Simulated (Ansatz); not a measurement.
Si₃N₄:
```yaml
crystal:
  lattice:
    - [7.60574, 0.00000, 0.00000]
    - [-3.80287, 6.58676, 0.00000]
    - [0.00000, 0.00000, 2.90569]
  atoms:
    - { symbol: Si, position: [0.17538, 0.76934, 0.25000] }
    - { symbol: Si, position: [0.23066, 0.40604, 0.25000] }
    - { symbol: Si, position: [0.59396, 0.82462, 0.25000] }
    - { symbol: Si, position: [0.82462, 0.23066, 0.75000] }
    - { symbol: Si, position: [0.76934, 0.59396, 0.75000] }
    - { symbol: Si, position: [0.40604, 0.17538, 0.75000] }
    - { symbol: N, position: [0.33031, 0.03125, 0.25000] }
    - { symbol: N, position: [0.96875, 0.29905, 0.25000] }
    - { symbol: N, position: [0.70095, 0.66969, 0.25000] }
    - { symbol: N, position: [0.66969, 0.96875, 0.75000] }
    - { symbol: N, position: [0.03125, 0.70095, 0.75000] }
    - { symbol: N, position: [0.29905, 0.33031, 0.75000] }
    - { symbol: N, position: [0.33333, 0.66667, 0.25000] }
    - { symbol: N, position: [0.66667, 0.33333, 0.75000] }
```

Relaxed with r²SCAN.

### Question
Map the valence electron density (e/Å³), cut off at 1 on the plane through (0.175, 0.769, 0.250) spanned by u = [1, 1, 0] and v = [1, -1, 0] in lattice vectors, from r²SCAN in the plane-wave PAW code Ansatz.

### Answer
x is the fraction of u, y of v (the angle between them is 90°; rows are the nearest grid lines); atoms in the plane: Si at (0.00, 0.00), Si at (0.50, 0.50), Si at (0.35, 0.71), Si at (0.85, 0.21), Si at (0.24, 0.18), Si at (0.74, 0.68), N at (0.21, 0.95), N at (0.71, 0.45), N at (0.16, 0.63), N at (0.66, 0.13).
```
y \ x   0.000  0.0789  0.184  0.263  0.368  0.447  0.553  0.632  0.737  0.816  0.921   1.00
------  -----  ------  -----  -----  -----  -----  -----  -----  -----  -----  -----  -----
1.00    0.046   0.451   1.00  0.689  0.089  0.064  0.089  0.060  0.042  0.097  0.236  0.046
0.925   0.181   0.479   1.00   1.00  0.192  0.078  0.085  0.091  0.104  0.094  0.159  0.181
0.850   0.018   0.037  0.120  0.131  0.076  0.043  0.112  0.799   1.00  0.473  0.038  0.018
0.775   0.010   0.013  0.053  0.172  0.284  0.136  0.123  0.835   1.00  0.546  0.037  0.010
0.700   0.059   0.230  0.633  0.489  0.087  0.575  0.497  0.421  0.100  0.221  0.077  0.059
0.625   0.197    1.00   1.00  0.984  0.299   1.00   1.00   1.00  0.222  0.244  0.099  0.197
0.550   0.081   0.180  0.244  0.110  0.121  0.411  0.632  0.232  0.104  0.060  0.041  0.081
0.450   0.099   0.093  0.059  0.065  0.182  0.265  0.467   1.00   1.00  0.751  0.090  0.099
0.375   0.044   0.127  0.699  0.568  0.087  0.039  0.064  0.221  0.420  0.195  0.052  0.044
0.300   0.064   0.299   1.00   1.00  0.164  0.020  0.008  0.019  0.080  0.171  0.120  0.064
0.225   0.218   0.196  0.502  0.445  0.130  0.036  0.056  0.149  0.295  0.101  0.226  0.218
0.150    1.00    1.00  0.439  0.171  0.219  0.093  0.622   1.00   1.00  0.451   1.00   1.00
0.0750   1.00   0.883  0.129  0.080  0.058  0.060  0.292  0.838  0.422  0.109  0.371   1.00
0.000   0.046   0.451   1.00  0.689  0.089  0.064  0.089  0.060  0.042  0.097  0.236  0.046
```

The density is the valence pseudo-density with augmentation charge, so density and ELF within about 1 Å of a nucleus are not all-electron values.

Space group P6_3/m. The r²SCAN relaxation kept the symmetry of its start.

Potentials: the later of the program's two PAW sets.
